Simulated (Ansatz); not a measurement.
According to DFT-PBE in the program Ansatz with PAW potentials, SiGeC₂ in the tetragonal phase (P-4m2; Si on 1a, C on 2g, Ge on 1c) relaxes to a = 3.178 Å, c = 4.487 Å. Si has 4 nearest neighbours from 1.91 Å (tetrahedral); C has 4 nearest neighbours from 1.91 Å (tetrahedral); Ge has 4 nearest neighbours from 1.98 Å (tetrahedral). Against the elements it lies at 0.13 eV/atom, with no fitted shifts.

It is gapped at this level: 1.50 eV (indirect). The valence maximum lies at Γ and the conduction minimum at M. Gap from PBE with spin–orbit coupling: 1.48 eV.

The bulk modulus is 192 GPa.

The start of the workflow was typed in or built on a structure type; neither database checked (COD, Materials Project) lists it. Whether it is the stable phase at ambient conditions was not checked. The cell was relaxed with PBE under the symmetry of its start; its stability against distortions is not shown here. The references are the lowest solids computed at this level, not always the standard phases. Spin–orbit coupling is left out wherever it is not named.

Potentials: the earlier of the program's two PAW sets.
